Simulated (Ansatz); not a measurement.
Eigenvalues along a path: Li (hcp type)

```yaml
crystal:
  lattice:
    - [2.99467, 0.00000, 0.00000]
    - [-1.49733, 2.59346, 0.00000]
    - [0.00000, 0.00000, 4.88349]
  atoms:
    - { symbol: Li, position: [0.33333, 0.66667, 0.25000] }
    - { symbol: Li, position: [0.66667, 0.33333, 0.75000] }
```

The cell comes from a relaxation on PAW files under the same functional, begun from a prototype that needn't be the stable phase.

All numbers are LDA results (scalar-relativistic) from Ansatz 0.2.0, with a Γ-centred 14×14×8 k mesh, Fermi–Dirac smearing of 0.05 eV, no spin polarisation. Methods: LAPW: all electrons, basis error target 1 meV/atom.

Path points, in fractions of the reciprocal vectors: Γ (0.000, 0.000, 0.000), M (0.500, 0.000, 0.000), K (0.333, 0.333, 0.000), A (0.000, 0.000, 0.500), L (0.500, 0.000, 0.500), H (0.333, 0.333, 0.500). Levels in eV from the Fermi level; bands 3 to 5, counted from the lowest band of the run. The gap is zero, the pressure 0.02 GPa.

```
# k(1/Å) point b3 b4 b5
0.000 Γ -3.56 -0.03 3.21
0.173 - -3.48 0.09 3.23
0.346 - -3.24 0.42 3.29
0.519 - -2.83 0.98 3.35
0.692 - -2.26 1.75 3.27
0.865 - -1.53 2.74 2.74
1.038 - -0.69 1.81 3.91
1.211 M -0.09 1.13 4.85
1.311 - -0.05 1.16 4.89
1.411 - 0.05 1.24 5.00
1.511 - 0.23 1.38 5.18
1.611 - 0.47 1.56 4.65
1.711 - 0.77 1.79 3.74
1.811 - 1.11 2.06 2.92
1.911 K 1.33 2.34 2.34
2.111 - 0.37 2.92 2.97
2.310 - -0.82 3.32 3.65
2.510 - -1.81 2.34 3.46
2.710 - -2.58 1.31 3.42
2.910 - -3.13 0.57 3.32
3.110 - -3.45 0.12 3.24
3.309 Γ -3.56 -0.03 3.21
3.401 - -3.54 -0.16 3.39
3.493 - -3.47 -0.48 3.89
3.585 - -3.36 -0.89 4.58
3.677 - -3.20 -1.32 5.41
3.769 - -2.99 -1.73 6.32
3.861 - -2.74 -2.10 7.31
3.953 A -2.44 -2.44 8.36
4.126 - -2.36 -2.36 8.39
4.299 - -2.10 -2.10 8.46
4.472 - -1.69 -1.69 8.24
4.645 - -1.11 -1.11 7.07
4.818 - -0.41 -0.41 5.58
4.991 - 0.31 0.31 4.32
5.164 L 0.69 0.69 3.76
5.264 - 0.72 0.72 3.76
5.364 - 0.84 0.84 3.75
5.464 - 1.02 1.02 3.71
5.564 - 1.27 1.27 3.62
5.664 - 1.59 1.59 3.42
5.764 - 1.96 1.96 3.11
5.864 H 2.22 2.22 2.86
6.063 - 1.38 1.38 3.77
6.263 - 0.29 0.29 5.22
6.463 - -0.67 -0.67 6.94
6.663 - -1.43 -1.43 8.37
6.863 - -1.99 -1.99 8.49
7.062 - -2.33 -2.33 8.40
7.262 A -2.44 -2.44 8.36
```
